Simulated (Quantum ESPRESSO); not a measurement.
## Band energies of MgO at -0.7 % isotropic strain

```
CELL_PARAMETERS angstrom
      0.00000     2.09167     2.09167
      2.09167     0.00000     2.09167
      2.09167     2.09167     0.00000
ATOMIC_POSITIONS crystal
  O  0.50000 0.50000 0.50000
  Mg 0.00000 0.00000 0.00000
```

PBEsol (Quantum ESPRESSO, PseudoDojo norm-conserving, 84 Ry, without SOC); path ΓXWKΓLUWLK,UX; energies in eV from the valence-band maximum.

```csv
k (1/Å),point,band 4,band 5,band 6,band 7,band 8,band 9,band 10,band 11
0.00,Γ,-38.81,-17.24,0.00,0.00,0.00,4.87,15.90,15.90
0.54,,-38.82,-16.79,-1.77,-0.45,-0.45,6.98,12.46,16.90
1.07,,-38.83,-15.92,-3.70,-1.16,-1.16,9.69,9.73,13.67
1.50,X,-38.84,-15.60,-4.19,-1.38,-1.38,9.05,10.12,13.17
1.61,,-38.84,-15.60,-4.16,-1.43,-1.40,9.13,10.20,13.15
2.15,,-38.84,-15.54,-3.32,-2.73,-1.80,11.20,12.08,12.17
2.25,W,-38.84,-15.53,-3.04,-3.04,-1.82,11.67,11.67,12.34
2.78,K,-38.83,-15.57,-3.59,-2.79,-1.17,10.09,11.93,12.58
3.31,,-38.82,-15.93,-3.59,-2.06,-0.67,9.57,11.80,14.18
3.85,,-38.81,-16.79,-1.90,-0.54,-0.19,6.85,12.90,16.30
4.38,Γ,-38.81,-17.24,0.00,0.00,0.00,4.87,15.90,15.90
4.88,,-38.81,-16.84,-1.90,-0.23,-0.23,6.59,13.15,16.60
5.38,,-38.82,-16.04,-4.25,-0.59,-0.59,7.86,12.50,16.56
5.68,L,-38.82,-15.84,-4.75,-0.67,-0.67,7.90,12.74,16.41
5.88,,-38.82,-15.81,-4.65,-0.94,-0.71,8.24,12.67,15.63
6.39,,-38.83,-15.61,-3.69,-2.68,-1.06,10.13,12.18,12.80
6.60,U,-38.83,-15.57,-3.59,-2.79,-1.17,10.09,11.93,12.58
6.92,,-38.84,-15.55,-3.38,-2.79,-1.60,10.88,12.15,12.22
7.13,W,-38.84,-15.53,-3.04,-3.04,-1.82,11.67,11.67,12.34
7.42,,-38.83,-15.59,-3.52,-2.69,-1.42,10.90,11.90,12.70
7.90,,-38.82,-15.79,-4.55,-1.17,-0.77,8.55,12.59,15.08
8.19,L,-38.82,-15.84,-4.75,-0.67,-0.67,7.90,12.74,16.41
8.37,,-38.82,-15.81,-4.66,-0.89,-0.71,8.18,12.68,15.75
8.83,,-38.83,-15.64,-3.85,-2.46,-1.00,9.99,12.21,13.07
9.11,K,-38.83,-15.57,-3.59,-2.79,-1.17,10.09,11.93,12.58
9.11,U,-38.83,-15.57,-3.59,-2.79,-1.17,10.09,11.93,12.58
9.20,,-38.83,-15.57,-3.76,-2.47,-1.23,9.89,11.49,12.74
9.64,X,-38.84,-15.60,-4.19,-1.38,-1.38,9.05,10.12,13.17
```

The PBEsol gap is direct, 4.87 eV at Γ.

Geometry strained from the cell relaxed with PBEsol, atoms relaxed again.
